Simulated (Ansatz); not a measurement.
GeCN2: stationary points along a deformation path

Method: DFT LDA, scalar-relativistic, plane waves, PAW (Ansatz). Cutoff 420 eV, Γ-centred 12×12×12 k-points, Gaussian smearing of 0.05 eV. No spin polarisation. Energies are free energies at this smearing, counted from the undisturbed cell; pressure is positive in compression.

Reference structure (relaxed at this level; it needn't be the usual structure):

```
Ge C N
1.0
     1.72269    0.99459    4.85882
    -1.72269    0.99459    4.85882
     0.00000   -1.98919    4.85882
Ge C N
1 1 2
Direct
  0.00000 0.00000 0.00000
  0.50000 0.50000 0.50000
  0.41552 0.41552 0.41552
  0.58448 0.58448 0.58448
```

At fixed volume and fractional coordinates, lengths along (0.000, 0.000, 1.000) are scaled against those across it; ρ is that ratio over its starting value. V = 12.487 Å³/atom. Δσ is the stress along the axis less the mean stress across it (compression positive).

| ρ | ΔE (meV/atom) | Δσ (GPa) | space group |
| --- | --- | --- | --- |
| 0.800 | 923.0 | 174.94 | R-3m |
| 0.850 | 463.7 | 117.90 | R-3m |
| 0.920 | 113.6 | 54.43 | R-3m |
| 0.960 | 26.2 | 25.15 | R-3m |
| 1.000 | 0.0 | 0.00 | R-3m |
| 1.050 | 34.5 | -26.56 | R-3m |
| 1.100 | 125.9 | -48.57 | R-3m |
| 1.200 | 423.9 | -81.45 | R-3m |
| 1.300 | 809.2 | -102.75 | R-3m |

Question: How does the stress give the slope of the energy, and where is the energy stationary?

Answer: Along the path d ln(length) is 2/3 d ln ρ on the axis and −1/3 d ln ρ across it, so dE/d ln ρ = −(2/3) V Δσ: the energy falls with ρ where Δσ is positive. Δσ vanishes or changes sign at ρ = 1.000 (R-3m), a minimum at 0.0 meV/atom. Pairs of stationary points between two samples would go unseen, and could change a minimum read from distant neighbours into a maximum.

Question: Integrate that slope from ρ = 1 to 0.850 by the trapezoid rule.

Answer: With V/N in Å³ and 1 eV/Å³ = 160.2 GPa the slopes at ρ = 1.000, 0.960, 0.920, 0.850 are 0, -1307, -2828, -6126 meV/atom per unit of ln ρ. The steps add 26.7 + 88.0 + 354.3 = 469.0 meV/atom, against 463.7 from the energies; the trapezoid rule misses the curvature of the slope within each step.

Forces appear on the atoms along this scan, and letting them relax would lower the energy and soften the response. The gap closes along the scan, which can put kinks into the curve.